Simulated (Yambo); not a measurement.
# How GW settings move the gap: SnSe

G0W0@PBEsol for SnSe (space group Pnma, No. 62) in Yambo. Reference settings: 1×4×2 Γ-centred k mesh, bands 21 to 347 and a 7 Ry block in the screening, 347 bands in G with the Bruneval-Gonze terminator, plasmon pole fitted at 27.2 eV. The PBEsol gap (0, 0, -0.5) → Γ on this mesh is 0.76 eV; G0W0 gaps are taken between the same points.

```csv
change from the reference,"G0W0 gap (0, 0, -0.5) → Γ (eV)",shift of the valence edge (eV),rough Yambo cost
reference settings,1.12,-0.58,1
"146 bands in W, 146 bands in G",1.07,-0.27,about 1/3
"232 bands in W, 232 bands in G",1.11,-0.48,within a factor of two
146 bands in G,1.12,-0.50,–
232 bands in G,1.12,-0.56,–
174 bands in W,1.09,-0.40,within a factor of two
1 Ry block,0.95,-0.10,within a factor of two
3 Ry block,1.04,-0.39,within a factor of two
6 Ry block,1.10,-0.55,within a factor of two
pole fitted at 40 eV,1.14,-0.64,–
no random integration,1.12,-0.58,–
1×2×2 mesh,1.11,-0.56,about 1/2
"146 bands in G, no terminator",1.05,-0.09,–
"232 bands in G, no terminator",1.08,-0.36,–
no terminator,1.10,-0.48,–
```

The reference isn't shown to be the converged limit. Costs are rough (shared machines), scaled to the same edge states, and given only for runs that recompute the screening. The mesh misses a band edge: along a dense path the PBEsol gap is 0.40 eV against 0.76 eV on the mesh.

Spin-orbit splittings are left out.

The standard potentials for Se, Sn keep a d shell in the valence without the s and p states of that shell. In tests on such compounds this moved G0W0 gaps by up to about 0.9 eV, so absolute quasiparticle energies here are unreliable; differences between settings are what counts.

Geometry relaxed with PBE+D3(BJ); primitive cell a = 11.559 Å, b = 4.190 Å, c = 4.333 Å, α = β = γ = 90.00°.

A shift is the quasiparticle energy of the state minus its PBEsol energy.
